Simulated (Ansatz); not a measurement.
## Sn₃Ge, first-principles data

Sn$_{3}$Ge:
```xyz
4
Lattice="4.5490 0.0000 0.0000 0.0000 4.5490 0.0000 0.0000 0.0000 6.4545" Properties=species:S:1:pos:R:3 pbc="T T T"
Ge     0.0000     0.0000     0.0000
Sn     2.2745     0.0000     1.5108
Sn     2.2745     2.2745     3.2273
Sn     0.0000     2.2745     4.9437
```

Space group P-4m2 (No. 115); conventional cell a = 4.549 Å, b = 4.549 Å, c = 6.455 Å, α = 90.00°, β = 90.00°, γ = 90.00°.

Method: plane-wave PAW PBE (Ansatz code). Structure relaxed to zero pressure with the same functional. Other levels are named where they apply.

Cell and energy:

* **Volume per atom**: 33.39 Å³
* **Density**: 5.33 g/cm³
* **Formation energy from the elements (no fitted shifts)**: 0.034 eV/atom

Electronic structure:

Electronic character: metallic (no gap)
Density of states at the Fermi level: 0.07 states/eV per atom (mean over ±0.08 eV)

The start of the workflow was typed in or built on a structure type; neither database checked (COD, Materials Project) lists it. Its standing as an ambient phase is unchecked. The PBE relaxation kept the symmetry of its start; its stability against distortions is not shown here. The references are the lowest solids computed at this level, not always the standard phases. Scalar-relativistic: spin–orbit coupling is off unless named, which matters more the heavier the elements.

Potentials: the earlier of the program's two PAW sets.
